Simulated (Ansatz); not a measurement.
CaO:
```cif
data_Ca2O2
_chemical_formula_sum 'Ca2 O2'
_space_group_name_H-M_alt 'P4/nmm :1'
_space_group_IT_number 129
_space_group_name_Hall 'P 4ab 2ab -1ab'
_cell_length_a 4.16887
_cell_length_b 4.16887
_cell_length_c 3.19549
_cell_angle_alpha 90.000
_cell_angle_beta 90.000
_cell_angle_gamma 90.000
loop_
_space_group_symop_operation_xyz
  'x, y, z'
  '-y+1/2, x+1/2, z'
  '-x, -y, z'
  'y+1/2, -x+1/2, z'
  'x+1/2, -y+1/2, -z'
  '-y, -x, -z'
  '-x+1/2, y+1/2, -z'
  'y, x, -z'
  '-x+1/2, -y+1/2, -z'
  'y, -x, -z'
  'x+1/2, y+1/2, -z'
  '-y, x, -z'
  '-x, y, z'
  'y+1/2, x+1/2, z'
  'x, -y, z'
  '-y+1/2, -x+1/2, z'
loop_
_atom_site_label
_atom_site_type_symbol
_atom_site_symmetry_multiplicity
_atom_site_Wyckoff_symbol
_atom_site_fract_x
_atom_site_fract_y
_atom_site_fract_z
_atom_site_occupancy
Ca1 Ca 2 c 0.50000 0.00000 0.29331 1
O1 O 2 a 0.00000 0.00000 0.00000 1
```

Relaxed with r²SCAN. r²SCAN (plane waves, PAW; program Ansatz) gives a gap of 4.06 eV.

Q: What gap does HSE06 give on the same cell (Ansatz, PAW)?

A: 4.83 eV, 0.77 eV more. The hybrid was solved on a coarser mesh and at special points; its gap is the smallest among all of these.

| k | v1 r²SCAN | c1 r²SCAN | v1 HSE06 | c1 HSE06 |
|---|---|---|---|---|
| Γ | -0.15 | 4.06 | -0.19 | 4.83 |
| Z | -0.46 | 6.68 | -0.50 | 8.03 |
| M | -0.24 | 5.06 | ? | ? |
| A | -0.42 | 5.77 | ? | ? |
| R | -1.23 | 6.46 | ? | ? |
| X | -0.51 | 4.98 | ? | ? |

Q: Top valence (v1) and lowest conduction level (c1) in eV from each method's valence maximum (which need not be a listed point): supply the withheld HSE06 values.

A: 
- M, v1 HSE06: -0.23
- M, c1 HSE06: 6.25
- A, v1 HSE06: -0.47
- A, c1 HSE06: 6.79
- X, v1 HSE06: -0.51
- X, c1 HSE06: 6.04
- R, v1 HSE06: -1.35
- R, c1 HSE06: 7.63

Cost on shared cores: the r²SCAN run (SCF on a 7×7×9 mesh, then bands and DOS) about 40 core-seconds (a rough figure), the HSE06 run (SCF on 5×5×6, then a few points) about 100 core-seconds (a rough figure); the tasks are unlike.

The start of the workflow was typed in or built on a structure type; neither database checked (COD, Materials Project) lists it. It is not the phase usual at ambient conditions (space group No. 225). Symmetry was held in the r²SCAN relaxation; whether a distortion lowers the energy is not shown. The volume moved by -17 % from the start of the relaxation.

Potentials: the earlier of the program's two PAW sets.
